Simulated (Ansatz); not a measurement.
Mg2Sn (fluorite or antifluorite type), relaxed with PBEsol (Ansatz, a program for electronic structure, plane waves, PAW): a = b = c = 6.746 Å, α = β = γ = 90.00°.

| Quantity | Result |
|---|---|
| ΔH_f (eV/atom) | -0.21 |
| B₀ by P(V) fit (GPa) | 43.5 |
| K_Hill (GPa) | 43.5 |
| G_Hill (GPa) | 27.7 |
| Θ_D (K) | 310 |

**Question.** The same phase is relaxed and computed with LDA in the same code. What are the cell and these values now?

**Answer.** a = 6.6635 Å, b = 6.6635 Å, c = 6.6635 Å, α = 90.00°, β = 90.00°, γ = 90.00°.

- ΔH_f (eV/atom) = -0.24
- B₀ by P(V) fit (GPa) = 46.6
- K_Hill (GPa) = 46.6
- G_Hill (GPa) = 29.7
- Θ_D (K) = 319

All cells were relaxed under the symmetry of their starts (and spin orders); stability against distortions was not tested throughout. Spin–orbit coupling is left out wherever it is not named.

Potentials: the later of the program's two PAW sets.

Ansatz is a plane-wave DFT program.

Formation energies count from the lowest solids of the elements computed at the same level, not from gases.
